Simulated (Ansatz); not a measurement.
BN:
Space group P6₃mc (No. 186); a = 2.498 Å, b = 2.498 Å, c = 19.778 Å, α = 90.00°, β = 90.00°, γ = 120.00°

```csv
atom,site,symmetry,x,y,z
B,2a,3m.,0.0000,0.0000,0.0835
N,2b,3m.,0.3333,0.6667,0.0836
B,2b,3m.,0.3333,0.6667,0.2500
N,2b,3m.,0.6667,0.3333,0.2501
B,2b,3m.,0.6667,0.3333,0.4164
N,2a,3m.,0.0000,0.0000,0.4165
```

Relaxed with r²SCAN+D4. DFT-r²SCAN+D4 in the program Ansatz with PAW potentials gives a gap of 4.70 eV.

Q: What gap does HSE06 give on the same cell (Ansatz, PAW)?

A: 5.46 eV, 0.76 eV more. The hybrid was solved on a coarser mesh and at special points; its gap is the smallest among all of these.

| k | v1 r²SCAN+D4 | c1 r²SCAN+D4 | v1 HSE06 | c1 HSE06 |
|---|---|---|---|---|
| Γ | -1.34 | 5.63 | … | … |
| A | -1.34 | 5.97 | … | … |
| K | -0.05 | 5.24 | … | … |
| M | -0.58 | 4.70 | -0.63 | 5.46 |
| L | -0.64 | 4.80 | … | … |

Q: Top valence (v1) and lowest conduction level (c1) in eV from each method's valence maximum (which need not be a listed point): supply the withheld HSE06 values.

A: 
- K, v1 HSE06: -0.05
- K, c1 HSE06: 6.01
- A, v1 HSE06: -1.58
- A, c1 HSE06: 6.76
- Γ, v1 HSE06: -1.58
- Γ, c1 HSE06: 6.41
- L, v1 HSE06: -0.69
- L, c1 HSE06: 5.55

Cost on shared cores: the r²SCAN+D4 run (SCF on a 13×13×2 mesh, then bands and DOS) roughly 5 core-minutes, the HSE06 run (SCF on 7×7×1, then a few points) about 5 core-minutes (a rough figure); the tasks are unlike.

Space group P6_3mc. The start of the workflow was typed in or built on a structure type. Its sites differ from those of the usual phase in this space group: another stacking or structure type. Symmetry was held in the r²SCAN+D4 relaxation; its stability against distortions is not shown here.

Potentials: the earlier of the program's two PAW sets.
